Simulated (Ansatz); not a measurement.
AlAg in space group Cmcm (No. 63; Ag on 4c, Al on 4c), DFT-PBE in the program Ansatz with PAW potentials, all energies at zero smearing, with the estimated change up to a 700 eV cutoff added, with one set of potentials and settings (totals compare only within such a set). Cell of 4 atoms (2 Ag, 2 Al): -16256.108 eV.

| element | reference phase | E (eV/atom) |
|---|---|---|
| Ag | R-3m, 3 atoms in the cell | -7590.6139 |
| Al | Fm-3m, 1 atoms in the cell | -537.5055 |

Formation energy per atom, worked out: (-16256.108 − 2×(-7590.6139) − 2×(-537.5055))/4 = 0.033 eV/atom (3 kJ per mol of atoms), at 0 K, without zero-point energy or fitted corrections.

The start of the workflow was typed in or built on a structure type; neither database checked (COD, Materials Project) lists it. Whether it is the stable phase at ambient conditions was not checked. The PBE relaxation kept the symmetry of its start; whether a distortion lowers the energy is not shown. The run is not spin-polarised. The references are the lowest solids computed at this level, not always the standard phases.

Potentials: the earlier of the program's two PAW sets.
